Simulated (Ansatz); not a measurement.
Cell and atoms are relaxed with the symmetry kept. Start:

```xyz
6
Lattice="3.7919 0.0000 0.0000 0.0000 3.7919 0.0000 0.0000 0.0000 8.2728" Properties=species:S:1:pos:R:3 pbc="T T T"
Ti    0.0000    1.8960    6.0980
Ti    1.8960    0.0000    2.1747
Cu    0.0000    0.0000    0.0000
Sb    0.0000    1.8960    3.1024
Sb    1.8960    0.0000    5.1704
Sb    1.8960    1.8960    0.0000
```

The calculation used Ansatz, DFT r2SCAN, scalar-relativistic, plane waves, PAW.

Cutoff 500 eV; k points 10×10×4 on the computed 6-atom cell (Γ-centred); Gaussian smearing, width 0.10 eV; no spin polarisation.

What does it relax to?

The volume drops by 0.07 Å³/atom to 19.76 Å³/atom, and the energy falls by 0.2 meV/atom. Final structure:
```yaml
crystal:
  lattice:
    - [3.79036, 0.00000, 0.00000]
    - [0.00000, 3.79036, 0.00000]
    - [0.00000, 0.00000, 8.25102]
  atoms:
    - { symbol: Ti, position: [0.00000, 0.50000, 0.73676] }
    - { symbol: Ti, position: [0.50000, 0.00000, 0.26324] }
    - { symbol: Cu, position: [0.00000, 0.00000, 0.00000] }
    - { symbol: Sb, position: [0.00000, 0.50000, 0.37397] }
    - { symbol: Sb, position: [0.50000, 0.00000, 0.62603] }
    - { symbol: Sb, position: [0.50000, 0.50000, 0.00000] }
```

Cost: 1 run of about 7.2 core-minutes, on Arm Neoverse V1 (shared hosts).